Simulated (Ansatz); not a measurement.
Name crystals whose computed values (PBEsol (plane waves, PAW; program Ansatz)) fall in these windows: Θ_D (K) 320 to 410; B₀ by P(V) fit (GPa) 64 to 87.



| crystal | Θ_D (K) | B₀ by P(V) fit (GPa) |
|---|---|---|
| SiBi2O5, Cmc2_1 (Pearson symbol oS32) | 345 | 74.6 |
| MgZn2, P6_3/mmc (Mg on 4f, Zn on 2a, Zn on 6h) | 338 | 73.8 |
| LaP, rock salt | 326 | 77.4 |
| ScZn, CsCl type | 385 | 83.5 |
| SrMgF4, Cmc2_1 (Pearson symbol oS24) | 403 | 66.6 |
Others may fit too.

Standing as an ambient phase not checked: SiBi2O5, Cmc2_1 (Pearson symbol oS32); MgZn2, P6_3/mmc (Mg on 4f, Zn on 2a, Zn on 6h); LaP, rock salt; ScZn, CsCl type; SrMgF4, Cmc2_1 (Pearson symbol oS24). All cells were relaxed under the symmetry of their starts (and spin orders); stability against distortions was not tested throughout. Rows with no word on spin ran without spin polarisation. Scalar-relativistic: spin–orbit coupling is off unless named, which matters more the heavier the elements.

Potentials: the later of the program's two PAW sets.
